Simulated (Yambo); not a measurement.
Material: CdF2 (fluorite, space group Fm-3m, No. 225); a = 3.819 Å, b = 3.819 Å, c = 3.819 Å, α = 60.00°, β = 60.00°, γ = 60.00° (3 atoms in the cell). The geometry is that of Materials Project entry mp-241, symmetrised and not relaxed again.

With LDA (pw.x of Quantum ESPRESSO, ONCV potentials, without SOC), the gap between the mesh's edge points (W → Γ) is 2.795 eV.

Task: What does a G0W0 run in Yambo give for it (4×4×4 Γ-centred k mesh, bands 5 to 98 and a 10 Ry block in the screening, 98 bands in G with the Bruneval-Gonze terminator, plasmon pole fitted at 27.2 eV)?

Result: The correction is 2.994 eV, giving 5.789 eV, 2.1 times the LDA value.  Nearest settings tried, and what they do to the gap: 65 bands in W, 65 bands in G: +82 meV; 8 Ry block (137 vectors against 169): -26 meV. Not varied: mesh. So the settings aren't converged at that level. Spin-orbit splittings are left out.
